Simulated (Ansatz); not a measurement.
Sc$_{3}$RuC$_{4}$:
```cif
data_C16Ru4Sc12
_chemical_formula_sum 'Sc12 Ru4 C16'
_space_group_name_H-M_alt 'C2/m'
_space_group_IT_number 12
_space_group_name_Hall '-C 2y'
_cell_length_a 12.80213
_cell_length_b 4.47617
_cell_length_c 6.66626
_cell_angle_alpha 90.000
_cell_angle_beta 105.103
_cell_angle_gamma 90.000
loop_
_atom_site_label
_atom_site_type_symbol
_atom_site_symmetry_multiplicity
_atom_site_Wyckoff_symbol
_atom_site_fract_x
_atom_site_fract_y
_atom_site_fract_z
_atom_site_occupancy
Sc1 Sc 2 b 0.00000 0.50000 0.00000 1
Sc2 Sc 2 d 0.00000 0.50000 0.50000 1
Sc3 Sc 4 i 0.18876 0.00000 0.09401 1
Sc4 Sc 4 i 0.19050 0.00000 0.59553 1
Ru1 Ru 4 i 0.00025 0.00000 0.73697 1
C1 C 8 j 0.12858 0.34062 0.31498 1
C2 C 8 j 0.37057 0.15901 0.18603 1
```
(The calculation used a cell of 16 atoms; values per cell refer to that cell.)

Relaxed with r²SCAN.

**Question.** Which orbitals make up the states near the Fermi level in the program Ansatz at the r²SCAN level (PAW)?

**Answer.** Within 0.5 eV of the Fermi level: Sc 3d 37 %, C 2p 33 %, Ru 4d 25 %. Projections are on Löwdin-orthogonalised atomic valence shells; empty p or d shells of many metals are not among them.

**Question.** Tabulate the density of states.

**Answer.** States/eV per cell of 16 atoms, in 0.25 eV bins, energy from the Fermi level.

| E (eV) | total | Sc 3d | C 2p | Ru 4d |
|---|---|---|---|---|
| -7.85 | 1.61 | 0.23 | 0.45 | 0.01 |
| -7.60 | 0.27 | 0.02 | 0.08 | 0.00 |
| -7.35 | 0.00 | 0.00 | 0.00 | 0.00 |
| -7.10 | 0.29 | 0.03 | 0.18 | 0.02 |
| -6.85 | 1.27 | 0.12 | 0.78 | 0.09 |
| -6.60 | 3.11 | 0.31 | 1.99 | 0.20 |
| -6.35 | 6.50 | 0.64 | 4.26 | 0.55 |
| -6.10 | 5.65 | 0.54 | 3.70 | 0.53 |
| -5.85 | 9.20 | 0.77 | 5.71 | 1.76 |
| -5.60 | 8.90 | 0.84 | 5.64 | 1.46 |
| -5.35 | 9.84 | 0.88 | 6.35 | 1.53 |
| -5.10 | 8.08 | 0.87 | 5.59 | 0.94 |
| -4.85 | 8.76 | 1.18 | 5.99 | 0.76 |
| -4.60 | 7.26 | 1.28 | 4.80 | 0.63 |
| -4.35 | 10.06 | 1.76 | 6.66 | 0.92 |
| -4.10 | 8.71 | 1.23 | 5.72 | 1.11 |
| -3.85 | 7.37 | 1.01 | 4.15 | 1.51 |
| -3.60 | 7.18 | 1.07 | 2.68 | 2.66 |
| -3.35 | 7.85 | 1.22 | 2.18 | 3.85 |
| -3.10 | 7.81 | 1.23 | 1.56 | 4.55 |
| -2.85 | 7.24 | 1.28 | 1.50 | 4.15 |
| -2.60 | 7.06 | 1.46 | 1.63 | 3.59 |
| -2.35 | 7.24 | 1.53 | 1.60 | 3.68 |
| -2.10 | 6.47 | 1.50 | 1.74 | 2.83 |
| -1.85 | 6.13 | 1.33 | 1.67 | 2.64 |
| -1.60 | 7.18 | 1.69 | 1.95 | 2.93 |
| -1.35 | 10.99 | 3.22 | 2.88 | 4.09 |
| -1.10 | 8.84 | 3.03 | 2.36 | 2.73 |
| -0.85 | 8.20 | 2.90 | 2.83 | 1.87 |
| -0.60 | 5.43 | 2.06 | 2.15 | 0.87 |
| -0.35 | 3.62 | 1.20 | 1.42 | 0.78 |
| -0.10 | 4.07 | 1.34 | 1.47 | 1.05 |
| 0.15 | 4.43 | 1.62 | 1.36 | 1.26 |
| 0.40 | 5.33 | 2.24 | 1.52 | 1.31 |
| 0.65 | 6.47 | 3.17 | 1.56 | 1.42 |
| 0.90 | 5.56 | 3.14 | 1.22 | 0.94 |
| 1.15 | 5.10 | 2.82 | 1.20 | 0.84 |
| 1.40 | 5.74 | 3.41 | 1.12 | 0.94 |
| 1.65 | 5.87 | 3.87 | 0.83 | 0.88 |
| 1.90 | 7.61 | 5.37 | 0.66 | 1.17 |
| 2.15 | 10.34 | 7.33 | 0.96 | 1.52 |
| 2.40 | 8.64 | 6.23 | 0.80 | 1.16 |
| 2.65 | 8.53 | 6.42 | 0.82 | 0.86 |
| 2.90 | 10.58 | 8.31 | 0.89 | 0.88 |
| 3.15 | 10.97 | 8.54 | 1.04 | 0.88 |
| 3.40 | 11.10 | 8.76 | 1.10 | 0.74 |
| 3.65 | 13.46 | 10.91 | 1.22 | 0.76 |
| 3.90 | 16.20 | 12.76 | 1.65 | 0.79 |
| 4.15 | 17.40 | 14.29 | 1.50 | 0.60 |
| 4.40 | 18.50 | 14.68 | 1.78 | 0.82 |
| 4.65 | 12.92 | 9.95 | 1.39 | 0.57 |

The workflow started from a Materials Project entry (that database holds measured and hypothetical structures alike); the Crystallography Open Database copy checked does not list it. With Sc and Ru taken as one species the cell has the higher symmetry Immm, so it may be an ordered model of a mixed-site phase. Whether it is the stable phase at ambient conditions was not checked. Symmetry was held in the r²SCAN relaxation; its stability against distortions is not shown here. The run is not spin-polarised. Scalar-relativistic: spin–orbit coupling is off unless named, which matters more the heavier the elements.

Potentials: the later of the program's two PAW sets.
